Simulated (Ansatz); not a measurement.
The cell below belongs to a search over invented structures; it isn't taken from experiment.

Input and command of a plane-wave DFT calculation in Ansatz:

```yaml
crystal:
  lattice:
    - [4.473057088, 0.0, -0.5559191294]
    - [0.0, 6.308175016, 0.0]
    - [-1.6879736042, 0.0, 5.5397764033]
  atoms:
    - { symbol: P, position: [1.0347081199, 0.5, 0.1971729563] }
    - { symbol: P, position: [0.7279167164, 0.2216151131, 0.1875740072] }
    - { symbol: P, position: [0.7279167164, 0.7783848869, 0.1875740072] }
    - { symbol: P, position: [-0.0347081199, 0.5, 0.8028270437] }
    - { symbol: P, position: [0.2720832836, 0.2216151131, 0.8124259928] }
    - { symbol: P, position: [0.2720832836, 0.7783848869, 0.8124259928] }
    - { symbol: C, position: [0.0938716428, 0.0, 0.9324267861] }
    - { symbol: C, position: [0.9061283572, 0.0, 0.0675732139] }
basis:
  ecutwfc: 500
kpoints:
  mp_grid: { grid: [10, 6, 8] }
hamiltonian:
  xc: r2scan
scf:
  occupations: { method: gaussian, width: 0.01 }
output:
  forces: true
  stress: true
  eigenvalues: true
```

```bash
ansatz run input.yaml --threads 1 --pin off --max-ram 2560MiB --backend cpu --events-out ev --progress --plain --runs-dir out
```

Processor: Intel(R) Xeon(R) Platinum 8259CL CPU @ 2.50GHz (Skylake/Cascade Lake), 1 thread, on a host shared with other jobs.

**Question.** How long does it run, and how much memory does it take?

**Answer.** About 83 s, peak memory 1.1 GiB. It solves 27 bands at 168 k points (after reduction by symmetry) with about 3853 plane waves, in 8 SCF iterations.
